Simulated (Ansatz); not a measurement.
Is this Zr₂ZnN₂ structure a true minimum?

The cell was found from a structure generator's guess, not taken from experiment.

Method: DFT PBE, scalar-relativistic, plane waves, PAW in Ansatz 0.2.0. Plane waves to 420 eV, a k mesh through Γ of 12×12×6 on the computed 5-atom cell and Gaussian smearing (0.10 eV); no spin polarisation.

The cell below (5 atoms, space group P4/mmm (No. 123)) is relaxed within its symmetry.

```
CELL_PARAMETERS angstrom
3.40546 0.00000 0.00000
0.00000 3.40546 0.00000
0.00000 0.00000 6.54786
ATOMIC_POSITIONS crystal
Zr 0.50000 0.50000 0.28795
Zr 0.50000 0.50000 0.71205
Zn 0.00000 0.00000 0.00000
N 0.00000 0.50000 0.50000
N 0.50000 0.00000 0.50000
```

For the test a repeat of it with 10 atoms (edges 3.41, 3.41, 13.10 Å) was strained at random (σ = 1.5 % a component), the atoms were moved at random (σ = 0.05 Å), and all was relaxed again on a coarse 6×6×2 mesh (in the run’s order of axes) with 0.20 eV smearing, with no symmetry imposed.

Task: Does it come back?

Result: It doesn't return. The energy falls by 20 meV/atom on that mesh, the volume changes by -0.1 %, and the end has space group Cmmm (No. 65) at a loose tolerance. Relaxed again on a 12×12×6 mesh with 0.10 eV smearing, the new structure lies 18 meV/atom below the first (mesh in the axes of the run's cell; the cell below is made exact in the group named). Space group Cmmm (No. 65), orthorhombic, a = 4.394 Å, b = 5.152 Å, c = 6.734 Å. Around Zr lie 4 N at 2.20 Å, 1 Zr at 2.80 Å, 2 Zn at 2.95 Å and 2 Zn at 3.24 Å; Zn has 4 Zr at 2.95 Å, 4 Zr at 3.24 Å and 4 Zn at 3.39 Å; N is surrounded by 4 Zr at 2.20 Å, 2 N at 2.20 Å and 2 N at 2.58 Å.

```cif
data_structure
_symmetry_space_group_name_H-M 'Cmmm'
_symmetry_Int_Tables_number 65
_cell_length_a 4.3939
_cell_length_b 5.1518
_cell_length_c 6.7336
_cell_angle_alpha 90.000
_cell_angle_beta 90.000
_cell_angle_gamma 90.000
_cell_volume 152.43
loop_
_atom_site_label
_atom_site_type_symbol
_atom_site_symmetry_multiplicity
_atom_site_Wyckoff_symbol
_atom_site_fract_x
_atom_site_fract_y
_atom_site_fract_z
_atom_site_occupancy
Zr1 Zr 4 k 0.00000 0.00000 0.29234 1
Zn1 Zn 2 b 0.50000 0.00000 0.00000 1
N1 N 4 f 0.25000 0.75000 0.50000 1
```
